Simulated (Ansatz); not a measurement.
Values for one crystal, relaxed and computed with DFT-r²SCAN+D4 in the program Ansatz with PAW potentials; other levels are named.

- Volume per atom = 18.67 Å³
- Band gap = 9.90 eV (indirect)
- Valence-band maximum = on the Y–C0 line, 78 % of the way from Y (k = 0.375, 0.375, 0.000)
- Conduction-band minimum = at Γ
- Smallest direct gap on the standard path = 10.15 eV

Question: Pick the material that matches.
(A) Ge, diamond
(B) H, Cmcm (H on 8f)
(C) S, S12-ring
(D) N, P4_2/mnm (N on 4f)

Answer: B, H, Cmcm (H on 8f)

The first step of the workflow began from a Materials Project structure, measured or hypothetical; the Crystallography Open Database copy checked does not list it. It is not the usual solid phase (space group No. 194). The cell was relaxed with r²SCAN+D4 under the symmetry of its start; its stability against distortions is not shown here. The substance is a gas or liquid at ambient conditions.

Potentials: the later of the program's two PAW sets.
